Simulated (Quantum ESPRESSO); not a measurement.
# MgAg4Zr2Al: one composition in several site orders

A calculation, not a measurement. The program is pw.x of Quantum ESPRESSO 7.5 (plane-wave density functional theory). The cell is made up: eight metal atoms on a hexagonal close-packed lattice, with elements, volume, strain and displacements drawn at random and not relaxed, so it may be unstable or far from any real phase. PseudoDojo standard norm-conserving files set the functional (PBE unless stated); there is no spin polarisation or spin-orbit coupling, the Fermi-Dirac width of 0.25 eV means electrons at about 2900 K, and the masses in the input are unused placeholders. A spin test at this wide smearing found no moment, but such smearing suppresses magnetism that the real alloy may have.

The runs put one composition on the sites in different orders. Cell, positions, cutoff, mesh and smearing stay as in the input of run 1; sites are counted in its order. Stress in the tables is positive in tension.

Input of run 1:

```
&control calculation='scf', pseudo_dir='./dojo.nc.sr.pbe.v0_5.standard.upf', outdir='./o', disk_io='minimal', tprnfor=.true., tstress=.true. /
&system ibrav=0, nat=8, ntyp=4, nbnd=67, ecutwfc=84.00895049, nosym=.true., tot_charge=0,
 occupations='smearing', smearing='fd', degauss=0.0183746611
/
&electrons conv_thr=1.470e-08, electron_maxstep=70, mixing_beta=0.5 /
ATOMIC_SPECIES
Ag 1.0 Ag.upf
Al 1.0 Al.upf
Mg 1.0 Mg.upf
Zr 1.0 Zr.upf
CELL_PARAMETERS angstrom
0.0 5.1457 0.0
2.9709 0.0 4.7733
2.9709 0.0 -4.7733
ATOMIC_POSITIONS angstrom
Mg 0.2238 -0.0012 -0.1847
Ag 2.7961 -0.0338 0.0392
Zr 2.9359 1.702 -2.3989
Ag 2.9958 1.9315 2.3102
Zr 1.61 2.4341 -0.0124
Ag 4.4216 2.6644 -0.1231
Al 1.5292 4.2409 -2.2541
Ag 1.4968 4.2369 2.5171
K_POINTS automatic
5 5 5 1 1 1
```

| run | elements on sites 1 to 8 | free energy less that of run 1 (eV) | -TS (eV) | pressure (GPa) | stress xx (GPa) | stress yy (GPa) | stress zz (GPa) | stress yz (GPa) | stress xz (GPa) | stress xy (GPa) | iterations |
| --- | --- | --- | --- | --- | --- | --- | --- | --- | --- | --- | --- |
| 1 | Mg Ag Zr Ag Zr Ag Al Ag | 0.000 | -1.111 | 9.18 | -9.44 | -8.77 | -9.32 | -0.35 | -0.92 | 0.78 | 13 |
| 2 | Mg Ag Zr Ag Ag Ag Al Zr | 0.112 | -1.235 | 9.45 | -7.85 | -7.23 | -13.27 | -0.53 | -0.02 | 0.99 | 12 |
| 3 | Al Mg Ag Zr Ag Zr Ag Ag | 0.100 | -1.091 | 8.93 | -11.42 | -6.11 | -9.25 | 0.40 | -1.52 | 0.56 | 12 |
| 4 | Ag Zr Ag Zr Ag Al Mg Ag | -0.020 | -1.101 | 9.42 | -13.61 | -5.04 | -9.61 | -0.53 | -1.83 | -0.12 | 12 |
| 5 | Ag Ag Ag Mg Al Zr Zr Ag | -0.037 | -1.107 | 9.18 | -11.05 | -4.22 | -12.29 | 0.06 | 0.41 | -0.24 | 13 |
| 6 | Ag Zr Ag Ag Mg Zr Al Ag | 0.449 | -1.224 | 9.69 | -11.19 | -7.66 | -10.20 | 1.01 | -0.05 | -0.48 | 12 |

Forces Fx Fy Fz (eV/Å):

| site | run 1 | run 2 | run 3 | run 4 | run 5 | run 6 |
| --- | --- | --- | --- | --- | --- | --- |
| 1 | -2.11 -0.19 0.75 | -1.04 0.41 1.11 | -1.72 0.31 0.71 | -2.29 -0.03 0.84 | -2.19 0.75 1.50 | -1.99 0.18 0.43 |
| 2 | 1.50 -0.33 0.55 | 1.29 -0.02 0.28 | 1.21 0.03 0.06 | 2.97 0.15 0.90 | 1.83 0.50 0.84 | 2.97 -0.21 1.13 |
| 3 | 0.12 -0.38 -0.60 | 0.23 -0.54 -0.65 | 0.24 -0.50 -0.65 | 0.30 -0.23 -0.55 | 0.16 -0.30 -0.62 | 0.01 -0.43 -0.58 |
| 4 | 0.38 -0.93 0.47 | 0.49 -1.06 0.32 | 0.22 -1.53 0.71 | -0.23 -1.82 0.41 | -0.36 -1.54 0.05 | 0.34 -0.80 0.11 |
| 5 | -0.80 1.38 -0.05 | -0.93 0.96 0.19 | -1.15 0.44 -0.09 | -1.08 1.08 -0.28 | -0.96 0.14 0.07 | -1.41 0.67 0.19 |
| 6 | 0.88 -0.38 1.08 | 0.37 -0.63 1.37 | 1.34 -1.28 1.28 | 0.20 -0.50 0.65 | 0.77 -0.91 1.31 | 0.73 -0.48 1.21 |
| 7 | 0.18 -0.02 -1.39 | 0.43 0.03 -1.21 | 0.39 0.81 -0.77 | 0.59 0.54 -1.60 | 0.83 0.37 -1.84 | 0.04 0.02 -1.37 |
| 8 | -0.14 0.86 -0.83 | -0.85 0.85 -1.41 | -0.54 1.73 -1.25 | -0.46 0.82 -0.37 | -0.08 0.99 -1.31 | -0.70 1.06 -1.13 |

The sites are displaced and not relaxed, so the energy differences mix bonding between neighbours with strain and are not ordering energies. A rerun of one cell of this series at a higher cutoff and on a denser mesh moved values by no more than 0.003 eV in energy, 0.08 GPa in stress and 0.005 eV/Å in force, and a second program with other atomic files agreed on that cell to 2 % rms in force and 0.5 GPa in pressure.